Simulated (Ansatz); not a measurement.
Ti2O in space group P6_3/mmc (No. 194; Ti on 4f, O on 2b) under volume change, r²SCAN (plane waves, PAW; program Ansatz), shape and atoms relaxed at each volume.

| V (Å³/atom) | E − E(relaxed) (meV/atom) | P (GPa) |
|---|---|---|
| 11.095 | 69.8 | 22.08 |
| 11.461 | 29.4 | 13.56 |
| 11.827 | 7.0 | 6.26 |
| 12.193 | 0.0 | 0.00 |
| 12.559 | 6.3 | -5.37 |
| 12.924 | 23.9 | -9.97 |
| 13.290 | 51.3 | -13.92 |

Problem. What does a third-order Birch–Murnaghan fit give for V₀, B₀ and B′?

Solution. V₀ = 12.19 Å³/atom, B₀ = 193 GPa, B′ = 4.1.

The start of the workflow was typed in or built on a structure type; neither database checked (COD, Materials Project) lists it. COD files the formula under space group No. 164. Its standing as an ambient phase is unchecked. Symmetry was held in the r²SCAN relaxation; its stability against distortions is not shown here. The workflow began spin-polarised and lost its moments.

Potentials: the earlier of the program's two PAW sets. The files were generated under PBE; for other functionals the program regenerates the frozen cores, and for LDA and PBEsol the local potential too.
